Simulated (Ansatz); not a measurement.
## Relaxing InGa$_{2}$N$_{3}$

Level of theory: DFT PBEsol, scalar-relativistic, plane waves, PAW in Ansatz 0.2.0. Settings: 420 eV cutoff, 6×6×6 k-mesh, Gaussian smearing of 0.02 eV, no spin polarisation.

What was changed: relaxed at 25 GPa.

Other phases may be more stable at this pressure.

Command:

```bash
ansatz run input.yaml --threads 2 --pin off --max-ram 5120MiB --backend cpu --events-out ev --progress --plain --runs-dir out
```

Input:

```yaml
crystal:
  lattice:
    - [4.7631322685, -2.7467792958, 0.0]
    - [4.7631322685, 2.7467792958, 0.0]
    - [0.0, 0.0, 5.1263762443]
  atoms:
    - { symbol: In, position: [0.3246132836, 0.6753867164, 0.9893440218] }
    - { symbol: In, position: [0.6753867164, 0.3246132836, 0.4893440218] }
    - { symbol: Ga, position: [0.0068395373, 0.3342001228, 0.9926845484] }
    - { symbol: Ga, position: [0.6657998772, 0.9931604627, 0.9926845484] }
    - { symbol: Ga, position: [0.9931604627, 0.6657998772, 0.4926845484] }
    - { symbol: Ga, position: [0.3342001228, 0.0068395373, 0.4926845484] }
    - { symbol: "N", position: [0.0272300123, 0.3333807652, 0.3587480112] }
    - { symbol: "N", position: [0.6666192348, 0.9727699877, 0.3587480112] }
    - { symbol: "N", position: [0.9727699877, 0.6666192348, 0.8587480112] }
    - { symbol: "N", position: [0.3333807652, 0.0272300123, 0.8587480112] }
    - { symbol: "N", position: [0.3079543818, 0.6920456182, 0.3957918586] }
    - { symbol: "N", position: [0.6920456182, 0.3079543818, 0.8957918586] }
basis:
  ecutwfc: 420
kpoints:
  mp_grid: { grid: [6, 6, 6] }
hamiltonian:
  xc: pbesol
scf:
  occupations: { method: gaussian, width: 0.02 }
output:
  forces: true
  stress: true
  eigenvalues: true
relax:
  adjacent_minimum: "off"
  f_tol: 0.008
  max_steps: 50
  cell: { stress_tol: 0.08, p_target: 25.0 }
```

F is the free energy. Steps run on the plane waves of an earlier cell, but the last one, and at times one on the way, on a freshly chosen basis, so a repeated geometry can differ a little in energy. The relaxation lowers the enthalpy F + PV at the target pressure, so F itself can rise.

Steps:

```csv
step,F − F(1) (eV),largest force component (eV/Å),V (Å³/atom),P (GPa)
1,0.0000,0.051,11.178,26.09
2,-0.0765,0.017,11.219,25.06
3,-0.0812,0.007,11.221,24.99
4,-0.0828,0.007,11.221,25.01
```

Relaxed structure:

```cif
data_structure
_symmetry_space_group_name_H-M 'P 1'
_symmetry_Int_Tables_number 1
_cell_length_a 5.5069
_cell_length_b 5.5069
_cell_length_c 5.1308
_cell_angle_alpha 90.000
_cell_angle_beta 90.000
_cell_angle_gamma 59.931
_cell_volume 134.66
loop_
_atom_site_label
_atom_site_type_symbol
_atom_site_fract_x
_atom_site_fract_y
_atom_site_fract_z
_atom_site_occupancy
In1 In 0.32394 0.67606 0.98910 1
In2 In 0.67606 0.32394 0.48910 1
Ga1 Ga 0.00663 0.33455 0.99270 1
Ga2 Ga 0.66545 0.99337 0.99270 1
Ga3 Ga 0.99337 0.66545 0.49270 1
Ga4 Ga 0.33455 0.00663 0.49270 1
N1 N 0.02796 0.33308 0.35852 1
N2 N 0.66692 0.97204 0.35852 1
N3 N 0.97204 0.66692 0.85852 1
N4 N 0.33308 0.02796 0.85852 1
N5 N 0.30814 0.69186 0.39646 1
N6 N 0.69186 0.30814 0.89646 1
```

Symmetry: Cmc2_1, No. 36, orthorhombic system. Conventional cell: a = 9.542 Å, b = 5.501 Å, c = 5.131 Å, α = 90.00°, β = 90.00°, γ = 90.00°. In (site symmetry m) is surrounded by 4 N at 2.07 to 2.09 Å. Ga (site symmetry 1) has 4 N at 1.87 to 1.88 Å as nearest neighbours. Around N (site symmetry 1) lie 3 Ga at 1.87 to 1.88 Å and 1 In at 2.07 Å. N (site symmetry m) has 2 Ga at 1.88 Å and 2 In at 2.08 to 2.09 Å as nearest neighbours.

The run converged. The run took 88 s on 2 threads of Arm Neoverse V2 (shared host), peak memory 0.65 GiB.